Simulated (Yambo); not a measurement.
Yambo run on a free-standing PtS₂ monolayer (symmetry P-3m1, slab cell 15.5 Å high). The wavefunctions come from this Quantum ESPRESSO step (LDA, PseudoDojo standard norm-conserving files, scalar-relativistic):

```
&CONTROL
  calculation = 'nscf'
  pseudo_dir = './pseudo'
  outdir = './out'
/
&SYSTEM
  ibrav = 0
  nat = 3
  ntyp = 2
  ecutwfc = 84.0
  ecutrho = 336.0
  occupations = 'fixed'
  force_symmorphic = .true.
  nbnd = 95
  assume_isolated = '2D'
/
&ELECTRONS
  conv_thr = 3.0000000000000004e-09
  diago_full_acc = .true.
  diago_thr_init = 1e-08
/
ATOMIC_SPECIES
S 32.0600 S.upf
Pt 195.0840 Pt.upf
CELL_PARAMETERS angstrom
  3.512501323822   0.000000000000   0.000000000000
 -1.756250661911   3.041915377257   0.000000000000
  0.000000000000   0.000000000000  15.500000000000
ATOMIC_POSITIONS crystal
S   0.333333333000   0.666666667000   0.078121820600
S   0.666666666333   0.333333333667  -0.078121820600
Pt  -0.000000000000   0.000000000333   0.000000000000
K_POINTS automatic
6 6 1 0 0 0
```

Yambo input:

```
rim_cut
gw0
dyson
el_el_corr
HF_and_locXC
ppa
em1d
rim_w
RandQpts= 1000000
RandGvec= 2 Ry
CUTGeo= "slab z"
EXXRLvcs= 84 Ry
VXCRLvcs= 336 Ry
Chimod= "HARTREE"
% BndsRnXp
 5 | 94 |
%
NGsBlkXp= 6 Ry
% LongDrXp
 1.0 | 1.0 | 0.0 |
%
RandGvecW= 1000 mRy
PPAPntXp= 27.2114 eV
% GbndRnge
 1 | 94 |
%
GTermKind= "BG"
DysSolver= "n"
ExtendOut
% QPkrange
 2 | 2 | 15 | 16 |
 5 | 5 | 15 | 16 |
%
```

k points by index: 2 = (0, 0.167), 5 = (0.167, 0.167).

The o-*.qp file then holds:

```
#    K-point    Band    Eo [eV]    E [eV]    E-Eo [eV]    Vxc [eV]    Vnlxc [eV]    Sc|Eo [eV]    Sc|E [eV]    dSc/dw|Eo [eV]    Re(Z)    Im(Z)
#
    2    15    -0.030804    -0.420931    -0.390127    -16.56930    -19.59173    2.497656    2.632303    -9.384256    0.743555    -0.003217
    2    16    2.067179    2.835933    0.768754    -15.95067    -12.55714    -2.368847    -2.624778    -9.055695    0.750291    -0.003309
    5    15    0.000000    -0.488841    -0.488841    -14.92041    -17.55884    1.979890    2.149584    -9.440445    0.742415    -0.003212
    5    16    2.086738    2.857586    0.770848    -15.45038    -11.85935    -2.561843    -2.820178    -9.115719    0.749051    -0.003358
```
(The two width columns are left out.) Convergence of these settings isn't established.

Spin-orbit coupling is not included.

Geometry relaxed with LDA.
